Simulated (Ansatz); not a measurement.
In$_{2}$O$_{3}$ (bixbyite, Ia-3), DFT-LDA in the program Ansatz with PAW potentials. The conduction-band minimum lies at Γ, with 1 equivalent valley. Second derivatives d²E/dk² of the lowest band at one valley (eV·Å²), along Cartesian directions:

| direction | d²E/dk² |
|---|---|
| [100] | 42.18 |
| [010] | 42.18 |
| [001] | 42.18 |
| [110] | 42.19 |
| [101] | 42.19 |
| [011] | 42.19 |

Q: Find the principal effective masses, the density-of-states mass and the conductivity mass.

A: Off-diagonal terms follow from H_xy = H[110] − (H_xx + H_yy)/2, and m*/mₑ = 7.620 eV·Å² over each eigenvalue: 0.18, 0.18, 0.18. One valley's DOS mass (m₁m₂m₃)^(1/3) = 0.18, conductivity mass 3/(Σ 1/mᵢ) = 0.18 mₑ.

Q: What effective density of states Nc follows at 300 K for parabolic valleys?

A: Nc = 2.509e19 × 1 × (0.18)^(3/2) ≈ 1.9e18 cm⁻³.

The LDA relaxation kept the symmetry of its start. Scalar-relativistic: spin–orbit coupling is off unless named, which matters more the heavier the elements.

Potentials: the later of the program's two PAW sets.

Edges and masses are those of Kohn–Sham bands, whose gap is no quasiparticle gap.
